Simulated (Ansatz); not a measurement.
ReW (CsCl type, space group No. 221) under volume change, plane-wave PAW r²SCAN (Ansatz code), scaled uniformly.

```
V (Å³/atom)  E − E(relaxed) (meV/atom)     P (GPa)
-----------  -------------------------  ----------
13.964                           160.9       40.47
14.424                            67.6       24.85
14.885                            16.0       11.44
15.345                             0.0        0.00
15.806                      (withheld)  (withheld)
16.266                            54.6      -18.04
16.726                      (withheld)  (withheld)
```

Problem. Some entries are withheld; supply them.

Solution. 
- 16.726, E − E(relaxed) (meV/atom): 116.9
- 16.726, P (GPa): -25.10
- 15.806, E − E(relaxed) (meV/atom): 14.4
- 15.806, P (GPa): -9.75

Problem. What does a third-order Birch–Murnaghan fit give for V₀, B₀ and B′?

Solution. V₀ = 15.35 Å³/atom, B₀ = 351 GPa, B′ = 4.3.

Space group Pm-3m (CsCl type). A made-up cell: these elements were put on the sites of a structure type; neither database checked (COD, Materials Project) lists it. Its standing as an ambient phase is unchecked. The r²SCAN relaxation kept the symmetry of its start; its stability against distortions is not shown here. No spin polarisation was allowed. Scalar-relativistic: spin–orbit coupling is off unless named, which matters more the heavier the elements.

Potentials: the earlier of the program's two PAW sets.
